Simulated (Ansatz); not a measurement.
In$_{2}$Ag:
```yaml
crystal:
  lattice:
    - [-3.44736, 3.44736, 2.82901]
    - [3.44736, -3.44736, 2.82901]
    - [3.44736, 3.44736, -2.82901]
  atoms:
    - { symbol: In, position: [0.65480, 0.15480, 0.80960] }
    - { symbol: In, position: [0.15480, 0.34520, 0.50000] }
    - { symbol: In, position: [0.34520, 0.84520, 0.19040] }
    - { symbol: In, position: [0.84520, 0.65480, 0.50000] }
    - { symbol: Ag, position: [0.25000, 0.25000, 0.00000] }
    - { symbol: Ag, position: [0.75000, 0.75000, 0.00000] }
```

Relaxed with r²SCAN.

Map the electron localisation function on the plane through (0.155, 0.345, 0.500) spanned by u = [0, 0, 1] and v = [1, -1, 0] in lattice vectors, from r²SCAN in the plane-wave PAW code Ansatz.

x is the fraction of u, y of v (the angle between them is 90°; rows are the nearest grid lines); atoms in the plane: In at (0.00, 0.00), In at (0.00, 0.69), Ag at (0.50, 0.10), Ag at (0.50, 0.60).
```
y \ x   0.000  0.107  0.179  0.286  0.357  0.464  0.536  0.643  0.714  0.821  0.893   1.00
------  -----  -----  -----  -----  -----  -----  -----  -----  -----  -----  -----  -----
1.00    0.001  0.141  0.246  0.241  0.188  0.300  0.300  0.188  0.241  0.246  0.141  0.001
0.925   0.235  0.273  0.241  0.197  0.225  0.286  0.286  0.225  0.197  0.240  0.273  0.235
0.850   0.467  0.429  0.284  0.125  0.198  0.311  0.311  0.198  0.125  0.284  0.429  0.467
0.775   0.268  0.254  0.254  0.182  0.222  0.305  0.305  0.222  0.182  0.254  0.254  0.268
0.700   0.000  0.148  0.247  0.246  0.189  0.240  0.240  0.189  0.246  0.247  0.148  0.000
0.625   0.173  0.271  0.221  0.198  0.376  0.712  0.712  0.376  0.198  0.221  0.271  0.173
0.550   0.199  0.212  0.237  0.185  0.324  0.626  0.626  0.324  0.185  0.237  0.212  0.199
0.450   0.258  0.268  0.246  0.249  0.269  0.229  0.229  0.269  0.249  0.246  0.268  0.258
0.375   0.469  0.245  0.282  0.282  0.228  0.311  0.311  0.228  0.282  0.282  0.245  0.469
0.300   0.456  0.244  0.278  0.273  0.220  0.317  0.317  0.220  0.274  0.278  0.244  0.456
0.225   0.180  0.228  0.252  0.268  0.248  0.198  0.198  0.248  0.267  0.252  0.228  0.180
0.150   0.180  0.190  0.222  0.188  0.288  0.575  0.575  0.288  0.188  0.222  0.190  0.180
0.0750  0.244  0.260  0.231  0.196  0.398  0.761  0.761  0.398  0.196  0.231  0.260  0.244
0.000   0.001  0.141  0.246  0.241  0.188  0.300  0.300  0.188  0.241  0.246  0.141  0.001
```

The density is the valence pseudo-density with augmentation charge, so density and ELF within about 1 Å of a nucleus are not all-electron values.

Space group I4/mcm. The workflow started from an entry of the Crystallography Open Database (COD). Whether it is the stable phase at ambient conditions was not checked. The cell was relaxed with r²SCAN under the symmetry of its start; its stability against distortions is not shown here. The run is not spin-polarised.

Potentials: the later of the program's two PAW sets.
